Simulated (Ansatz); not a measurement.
Space group P-3m1 (No. 164). a = 2.665 Å, b = 2.665 Å, c = 6.262 Å, α = 90.00°, β = 90.00°, γ = 120.00°
```csv
atom,site,symmetry,x,y,z
Ni,2d,3m.,0.6667,0.3333,0.8474
Pt,1b,-3m.,0.0000,0.0000,0.5000
```

Equation of state of this Ni2Pt structure (not necessarily the ground state), with shape and atoms relaxed at each volume where symmetry leaves them free. It has no gap at any of these volumes. Level of theory: Ansatz 0.2.0, DFT PBE, scalar-relativistic, plane waves, PAW.

Settings: cutoff 420 eV, Γ-centred mesh 18×18×8 on the computed 3-atom cell, Gaussian smearing of 0.10 eV; collinear spin from starting moments 0.9 0.9 0.2 μB.

```json
{"V (Å³/atom)": "11.300", "E − E(largest V) (meV/atom)": "86.07", "P (GPa)": "36.82"}
{"V (Å³/atom)": "11.685", "E − E(largest V) (meV/atom)": "12.37", "P (GPa)": "24.97"}
{"V (Å³/atom)": "12.071", "E − E(largest V) (meV/atom)": "-35.29", "P (GPa)": "15.09"}
{"V (Å³/atom)": "12.456", "E − E(largest V) (meV/atom)": "-61.25", "P (GPa)": "6.86"}
{"V (Å³/atom)": "12.841", "E − E(largest V) (meV/atom)": "-69.13", "P (GPa)": "0.00"}
{"V (Å³/atom)": "13.226", "E − E(largest V) (meV/atom)": "-61.96", "P (GPa)": "-5.73"}
{"V (Å³/atom)": "13.611", "E − E(largest V) (meV/atom)": "-42.23", "P (GPa)": "-10.48"}
{"V (Å³/atom)": "14.125", "E − E(largest V) (meV/atom)": "0.00", "P (GPa)": "-15.60"}
```

**Question.** Fit a third-order Birch–Murnaghan equation, E = E0 + (9V0B0/16)·[(x − 1)³B0' + (x − 1)²(6 − 4x)] with x = (V0/V)^(2/3), to E(V).

**Answer.** V0 = 12.84 Å³/atom, B0 = 208 GPa, B0' = 5.1.

Spin-orbit coupling is left out, which matters for the bands of heavy elements.

The cell was found from a structure generator's guess, not taken from experiment.
